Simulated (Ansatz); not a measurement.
BaTe:
```
BaTe
1.0
    0.00000     3.53156     3.53156
    3.53156     0.00000     3.53156
    3.53156     3.53156     0.00000
Ba Te
1 1
Cartesian
  0.00000   0.00000   0.00000
  3.53156   3.53156   3.53156
```

Relaxed with r²SCAN. r²SCAN (plane waves, PAW; program Ansatz) gives a gap of 2.00 eV.

Problem. What gap does HSE06 give on the same cell (Ansatz, PAW)?

Solution. 2.35 eV, 0.34 eV more. The hybrid was solved on a coarser mesh and at special points; its gap is the smallest among all of these.

```json
[
 {"k": "Γ", "v1 r²SCAN": "0.00", "c1 r²SCAN": "3.43", "v1 HSE06": "[?]", "c1 HSE06": "[?]"},
 {"k": "X", "v1 r²SCAN": "-0.36", "c1 r²SCAN": "2.00", "v1 HSE06": "-0.41", "c1 HSE06": "2.35"},
 {"k": "L", "v1 r²SCAN": "-1.01", "c1 r²SCAN": "4.56", "v1 HSE06": "[?]", "c1 HSE06": "[?]"},
 {"k": "W", "v1 r²SCAN": "-0.88", "c1 r²SCAN": "3.94", "v1 HSE06": "[?]", "c1 HSE06": "[?]"},
 {"k": "K", "v1 r²SCAN": "-0.70", "c1 r²SCAN": "3.02", "v1 HSE06": "[?]", "c1 HSE06": "[?]"}
]
```

Problem. Top valence (v1) and lowest conduction level (c1) in eV from each method's valence maximum (which need not be a listed point): supply the withheld HSE06 values.

Solution. 
- Γ, v1 HSE06: 0.00
- Γ, c1 HSE06: 3.66
- K, v1 HSE06: -0.76
- K, c1 HSE06: 3.40
- W, v1 HSE06: -0.97
- W, c1 HSE06: 4.36
- L, v1 HSE06: -1.08
- L, c1 HSE06: 4.86

Cost on shared cores: the r²SCAN run (SCF on a 7×7×7 mesh, then bands and DOS) about 30 core-seconds (a rough figure), the HSE06 run (SCF on 5×5×5, then a few points) roughly 3 core-minutes; the tasks are unlike.

Space group Fm-3m (rock salt). Symmetry was held in the r²SCAN relaxation. Spin–orbit coupling is left out wherever it is not named.

Potentials: the later of the program's two PAW sets.
